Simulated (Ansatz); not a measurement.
How far is PAW off for SnTe?

```yaml
crystal:
  lattice:
    - [0.00000, 3.21963, 3.15650]
    - [3.21963, 0.00000, 3.15650]
    - [3.21963, 3.21963, 0.00000]
  atoms:
    - { symbol: Sn, position: [0.00000, 0.00000, 0.00000] }
    - { symbol: Te, position: [0.50000, 0.50000, 0.50000] }
```

Atom numbers follow the list: Sn1, Te2.

Conventional cell: a = 4.553 Å, b = 4.553 Å, c = 6.313 Å, α = 90.00°, β = 90.00°, γ = 90.00°. Around Sn (atom 1) lie 6 Te at 3.16 to 3.22 Å. Te (atom 2) is surrounded by 6 Sn at 3.16 to 3.22 Å.

The cell is COD entry 9008726, as deposited and not checked against the literature; nothing was relaxed. The listed cell was then made from it by scaling, straining or moving an atom.

No spin–orbit coupling, which matters for the heavy atoms here.

All numbers are computed: DFT, LDA, PAW with Ansatz's default frozen-core files, scalar-relativistic (Ansatz 0.2.0); DFT, LDA, all-electron PAW with datasets made for the crystal, scalar-relativistic (Ansatz 0.2.0); DFT, LDA, all-electron LAPW, scalar-relativistic (Ansatz 0.2.0).

For PAW: a Γ-centred 11×11×11 k mesh, Fermi–Dirac smearing of 0.08 eV, cutoff 420 eV, no spin polarisation; the PAW files were made with PBE, and the program remakes their frozen cores for this functional. The crystal-made all-electron datasets (AE datasets) take a cutoff of 240 eV at this cell. LAPW targets a basis error of 0.25 meV/atom. The Ansatz runs share mesh, smearing and spin set-up. Plane-wave (PAW) pressures include the program's estimate of the Pulay term.

Stress and pressure are positive in compression.

The change that made this cell: equal xx and yy strain of +2 %.

No spin–orbit coupling: at heavy atoms the gradients can be off by tens of per cent for that reason.

```csv
quantity,PAW,AE datasets,LAPW
pressure (GPa),-3.21,-3.20,-3.20
stress xx (GPa),-3.92,-3.91,-3.91
stress zz (GPa),-1.80,-1.79,-1.79
field gradient Vzz at Sn1 (10²¹ V/m²),-2.99,-3.07,–
field gradient Vzz at Te2 (10²¹ V/m²),-0.61,-0.61,–
```

PAW's pressure differs from the LAPW value by about 0.01 GPa or less.
